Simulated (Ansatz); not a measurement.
Structure: a 14-atom cell of Si3Ge3N8 built on β-Si3N4 (relaxed group Pm), at its r2SCAN minimum. It is monoclinic, Pm (No. 6); a = 7.809 Å, b = 2.992 Å, c = 7.835 Å, β = 119.9° in the conventional setting, 11.34 Å³ an atom. Around Si lie 4 N at 1.74–1.78 Å; around Si lie 4 N at 1.74–1.77 Å; around Si lie 4 N at 1.73–1.78 Å; around Ge lie 4 N at 1.80–1.85 Å; around Ge lie 4 N at 1.81–1.83 Å; around Ge lie 4 N at 1.80–1.82 Å; around N lie 1 Si at 1.74 Å and 2 Ge at 1.82–1.83 Å; around N lie 2 Si at 1.74 Å and 1 Ge at 1.82 Å (further sites aren't listed).

The questions ask for values computed with Ansatz 0.2.0 on this geometry. These are computed values for a non-magnetic cell that may be hypothetical; none is a measurement.

**Question.** Is there a gap with PBE, and of what kind?

**Answer.** PBE gives an indirect gap of 3.38 eV, from Γ–Z (0.30 of the way from Γ) to Γ; the least direct gap is 3.44 eV at Γ.

**Question.** What does PBE+SOC give for the gap (4×8×4 mesh)?

**Answer.** With PBE+SOC the valence top lies at Γ–Z (0.30 of the way from Γ) and the conduction bottom at Γ, 3.38 eV higher; the smallest vertical gap, at Γ, is 3.44 eV. The gap differs by 0.00 eV from PBE's.

**Question.** What does r2SCAN give for the gap (4×8×4 mesh)?

**Answer.** With r2SCAN the valence top lies at Γ–Z (0.30 of the way from Γ) and the conduction bottom at Γ, 3.90 eV higher; the smallest vertical gap, at Γ, is 3.96 eV. The gap differs by +0.52 eV from PBE's.

**Question.** Estimate the gap with HSE06 on 2×6×2.

**Answer.** With HSE06 the valence top lies at Γ–Z (0.30 of the way from Γ) and the conduction bottom at Γ, 4.91 eV higher; the smallest vertical gap, at Γ, is 4.98 eV. The gap differs by +1.53 eV from PBE's.

Only the levels marked +SOC include spin-orbit coupling.

Where an edge lies off the special points, it is a point of the mesh or the k point where a search put PBE's edge or least direct gap, reused for the other functionals, whose own edges may lie a little apart; PBE's own value is read along its path and can be a few hundredths of an eV high.

The meshes of the hybrids are coarse, so their gaps aren't converged to the digits shown.
